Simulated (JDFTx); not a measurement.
An input for JDFTx (a modified build) (Rh(110), linear PCM (GLSSA13), water, 1 M NaF; bohr, hartree) and the course of its log:

```
lattice \
  7.1922409385 0.0000000000 0.0000000000 \
  0.0000000000 5.0856823471 0.0000000000 \
  0.0000000000 0.0000000000 40.4401390670
coords-type Lattice
ion Rh 0.0000000000 0.0000000000 -0.1257582800 0
ion Rh 0.5000000000 0.5000000000 -0.0628791400 0
ion Rh 0.0000000000 0.0000000000 0.0000000000 0
ion Rh 0.5000000000 0.5000000000 0.0628791400 0
ion Rh 0.0000000000 0.0000000000 0.1257582800 0
ion-species pseudo/rh_pbe_v1.4.upf
elec-cutoff 20 100
elec-ex-corr gga-PBE
coulomb-interaction Slab 001
coulomb-truncation-embed 0 0 0
kpoint-folding 6 8 1
elec-smearing Fermi 0.01
elec-n-bands 50
symmetries none
electronic-scf nIterations 100 energyDiffThreshold 1e-08
fluid LinearPCM
pcm-variant GLSSA13
fluid-solvent H2O
fluid-cation Na+ 1
fluid-anion F- 1
fluid-minimize nIterations 400 knormThreshold 1e-11
wavefunction read vac.wfns
elec-initial-eigenvals vac.eigenvals
dump-name f0.$VAR
dump End State Ecomponents EigStats BandEigs Forces ElecDensity IonicPositions Fillings Kpoints Dtot FluidDebug BoundCharge FluidDensity
```

```
[one cycle in 5 is shown, and the last three; fluid-solver lines are left out]
	FillingsUpdate:  mu: -0.163065839  nElectrons: 75.000000
SCF: Cycle:  0   F: -407.778589682285713   dF: +3.210e-04   |Residual|: 5.695e-03   |deigs|: 1.923e-05
	FillingsUpdate:  mu: -0.161540865  nElectrons: 75.000000
SCF: Cycle:  5   F: -407.778939484766283   dF: +7.789e-06   |Residual|: 1.328e-03   |deigs|: 9.467e-05
	FillingsUpdate:  mu: -0.160735801  nElectrons: 75.000000
SCF: Cycle: 10   F: -407.778957671225157   dF: +6.589e-07   |Residual|: 2.206e-04   |deigs|: 7.167e-05
	FillingsUpdate:  mu: -0.160678520  nElectrons: 75.000000
SCF: Cycle: 15   F: -407.778958440948088   dF: -3.077e-08   |Residual|: 6.426e-05   |deigs|: 1.081e-04
	FillingsUpdate:  mu: -0.160668667  nElectrons: 75.000000
SCF: Cycle: 20   F: -407.778958447674199   dF: -4.779e-08   |Residual|: 4.670e-05   |deigs|: 8.311e-05
	FillingsUpdate:  mu: -0.160666977  nElectrons: 75.000000
SCF: Cycle: 25   F: -407.778958471880060   dF: -3.124e-07   |Residual|: 2.875e-05   |deigs|: 5.397e-05
	FillingsUpdate:  mu: -0.160666946  nElectrons: 75.000000
SCF: Cycle: 30   F: -407.778958440858730   dF: -1.338e-07   |Residual|: 5.192e-05   |deigs|: 1.492e-05
	FillingsUpdate:  mu: -0.160675726  nElectrons: 75.000000
SCF: Cycle: 35   F: -407.778958371108502   dF: +1.060e-07   |Residual|: 9.286e-05   |deigs|: 3.381e-05
	FillingsUpdate:  mu: -0.160684823  nElectrons: 75.000000
SCF: Cycle: 40   F: -407.778958437651170   dF: +2.810e-08   |Residual|: 5.263e-05   |deigs|: 2.544e-05
	FillingsUpdate:  mu: -0.160663122  nElectrons: 75.000000
SCF: Cycle: 45   F: -407.778958441473947   dF: -2.639e-09   |Residual|: 5.232e-05   |deigs|: 3.249e-05
	FillingsUpdate:  mu: -0.160669124  nElectrons: 75.000000
SCF: Cycle: 50   F: -407.778958393413291   dF: +6.325e-08   |Residual|: 7.923e-05   |deigs|: 3.527e-06
	FillingsUpdate:  mu: -0.160671463  nElectrons: 75.000000
SCF: Cycle: 55   F: -407.778958476162302   dF: -1.078e-07   |Residual|: 1.429e-05   |deigs|: 1.445e-05
	FillingsUpdate:  mu: -0.160670251  nElectrons: 75.000000
SCF: Cycle: 60   F: -407.778958472150634   dF: -9.512e-08   |Residual|: 2.917e-05   |deigs|: 5.794e-06
	FillingsUpdate:  mu: -0.160689361  nElectrons: 75.000000
SCF: Cycle: 65   F: -407.778958408604524   dF: +5.892e-08   |Residual|: 7.695e-05   |deigs|: 3.941e-05
	FillingsUpdate:  mu: -0.160672417  nElectrons: 75.000000
SCF: Cycle: 70   F: -407.778958190531625   dF: +2.545e-07   |Residual|: 1.407e-04   |deigs|: 1.022e-06
	FillingsUpdate:  mu: -0.160663626  nElectrons: 75.000000
SCF: Cycle: 75   F: -407.778958442969895   dF: +3.347e-08   |Residual|: 5.273e-05   |deigs|: 8.516e-06
	FillingsUpdate:  mu: -0.160658866  nElectrons: 75.000000
SCF: Cycle: 80   F: -407.778958047526373   dF: +4.181e-07   |Residual|: 1.665e-04   |deigs|: 8.613e-06
	FillingsUpdate:  mu: -0.160655521  nElectrons: 75.000000
SCF: Cycle: 85   F: -407.778958450820312   dF: +1.205e-08   |Residual|: 3.549e-05   |deigs|: 2.268e-05
	FillingsUpdate:  mu: -0.160670957  nElectrons: 75.000000
SCF: Cycle: 90   F: -407.778958463474453   dF: -8.251e-08   |Residual|: 3.430e-05   |deigs|: 1.758e-05
	FillingsUpdate:  mu: -0.160664577  nElectrons: 75.000000
SCF: Cycle: 95   F: -407.778958417527292   dF: +5.550e-08   |Residual|: 7.038e-05   |deigs|: 6.848e-06
	FillingsUpdate:  mu: -0.160670077  nElectrons: 75.000000
SCF: Cycle: 97   F: -407.778958451751350   dF: -1.548e-07   |Residual|: 4.538e-05   |deigs|: 3.645e-06
	FillingsUpdate:  mu: -0.160671143  nElectrons: 75.000000
SCF: Cycle: 98   F: -407.778958304461582   dF: +1.473e-07   |Residual|: 1.105e-04   |deigs|: 1.408e-06
	FillingsUpdate:  mu: -0.160668879  nElectrons: 75.000000
SCF: Cycle: 99   F: -407.778958441721443   dF: -1.373e-07   |Residual|: 5.364e-05   |deigs|: 4.282e-06
SCF: None of the convergence criteria satisfied after 100 iterations.
IonicMinimize: Iter:   0  F: -407.778958441721443  |grad|_K:  0.000e+00
IonicMinimize: Converged (|grad|_K<1.000000e-04).
```

This run gave no converged result. The loop ran out of cycles short of its threshold. It has stalled and not diverged: the last ten energies span 2e-07 Ha, so the total is near its end, but levels, forces and charges aren't shown converged.
